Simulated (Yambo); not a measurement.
Yambo run on Ba2H3I (space group P-3m1, No. 164). The wavefunctions are PBEsol (Quantum ESPRESSO, PseudoDojo norm-conserving, 72 Ry, scalar-relativistic) ones on a 3×3×2 mesh (15 occupied bands); a = b = 4.536 Å, c = 8.120 Å, α = β = 90.00°, γ = 120.00°.

Yambo input:

```
rim_cut
gw0
dyson
el_el_corr
HF_and_locXC
ppa
em1d
RandQpts= 1000000
RandGvec= 1 Ry
EXXRLvcs= 72 Ry
VXCRLvcs= 288 Ry
Chimod= "HARTREE"
% BndsRnXp
 1 | 256 |
%
NGsBlkXp= 8 Ry
% LongDrXp
 1.0 | 1.0 | 1.0 |
%
PPAPntXp= 27.2114 eV
% GbndRnge
 1 | 86 |
%
GTermKind= "BG"
DysSolver= "n"
ExtendOut
% QPkrange
 2 | 2 | 15 | 16 |
 4 | 4 | 16 | 16 |
%
```

k points by index: 2 = A, 4 = (0, 0.333, -0.5).

Resulting energies as the program prints them:

```
#    K-point    Band    Eo [eV]    E [eV]    E-Eo [eV]    Vxc [eV]    Vnlxc [eV]    Sc|Eo [eV]    Sc|E [eV]    dSc/dw|Eo [eV]    Re(Z)    Im(Z)
#
    2    15    0.000000    -0.981312    -0.981312    -10.66796    -13.32176    1.412671    1.672492    -7.203866    0.790675    -0.001597
    2    16    2.494551    3.023046    0.528495    -9.030598    -4.665806    -3.724985    -3.836297    -5.729870    0.826056    -0.001328
    4    16    2.399644    2.886993    0.487349    -8.362495    -4.167366    -3.607632    -3.707779    -5.590310    0.829571    -0.001289
```
(The two width columns are left out.) Convergence of these settings isn't established.

Spin-orbit coupling is not included.

Geometry of the Materials Project entry, not relaxed at this level.

The structure is a Materials Project entry; no match was found in the copy of COD used, and its stability was not checked.
